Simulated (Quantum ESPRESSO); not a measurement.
Parts of the isotropic shielding in SrCl$_{2}$, by GIPAW with PBE in a modified build of Quantum ESPRESSO, on JTH PAW datasets, 25 Ha, k-mesh 4×4×4 shifted:

```
CELL_PARAMETERS angstrom
      0.00000     3.48225     3.53474
      3.48225     0.00000     3.53474
      3.48225     3.48225     0.00000
ATOMIC_POSITIONS crystal
  Sr 0.00000 0.00000 0.00000
  Cl 0.75000 0.75000 0.75000
  Cl 0.25000 0.25000 0.25000
```
The cell was made here from a computed Materials Project entry: strained by +1 % along the cube axis and by -0.5 % across it, atoms relaxed (PBE without dispersion, pw.x of Quantum ESPRESSO, symmetry kept). The parent is SrCl2 in Fm-3m; whether this form has been observed was not checked. Stability against distortions was not tested.

The core term is that of the free atom's frozen core; the paramagnetic column sums the reconstruction terms. These are absolute shieldings with no macroscopic susceptibility term; δ = σ_ref − σ needs a reference computed alike. By our sweeps, such settings leave a few ppm in absolute σ on light atoms and up to some 20 ppm from Zn on. Spin–orbit coupling is left out; its weight grows with the heaviest atom, Sr here. The datasets of Cl hold no d projectors, which limits absolute σ on these atoms.

```json
[
 {"site": "Sr (atom 1)", "core": "3441.1", "bare (smooth current)": "98.8", "diamagnetic correction": "-5.9", "paramagnetic corrections": "___", "σ_iso (ppm)": "___"},
 {"site": "Cl (atoms 2, 3)", "core": "1050.8", "bare (smooth current)": "68.6", "diamagnetic correction": "-12.1", "paramagnetic corrections": "___", "σ_iso (ppm)": "___"}
]
```

Task: Complete the blanks.

Result: 
- Sr (atom 1), paramagnetic corrections: -594.6
- Sr (atom 1), σ_iso (ppm): 2939.5
- Cl (atoms 2, 3), paramagnetic corrections: -366.6
- Cl (atoms 2, 3), σ_iso (ppm): 740.8
